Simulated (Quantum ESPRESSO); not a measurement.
```cif
data_ClRb
_chemical_formula_sum 'Cl1 Rb1'
_space_group_name_H-M_alt 'P 1'
_space_group_IT_number 1
_cell_length_a 4.50977
_cell_length_b 4.50977
_cell_length_c 4.50977
_cell_angle_alpha 60.000
_cell_angle_beta 60.000
_cell_angle_gamma 60.000
loop_
_space_group_symop_operation_xyz
  'x, y, z'
loop_
_atom_site_label
_atom_site_type_symbol
_atom_site_fract_x
_atom_site_fract_y
_atom_site_fract_z
_atom_site_occupancy
Cl1 Cl 0.50000 0.50000 0.50000 1
Rb1 Rb 0.00000 0.00000 0.00000 1
```

Cell and atoms were relaxed with LDA from Materials Project entry mp-23295, within its symmetry.

Task: What does LDA (pw.x of Quantum ESPRESSO, ONCV potentials, without SOC) give for the electronic structure near the Fermi level?

Result: The LDA gap is direct, 4.85 eV at Γ.
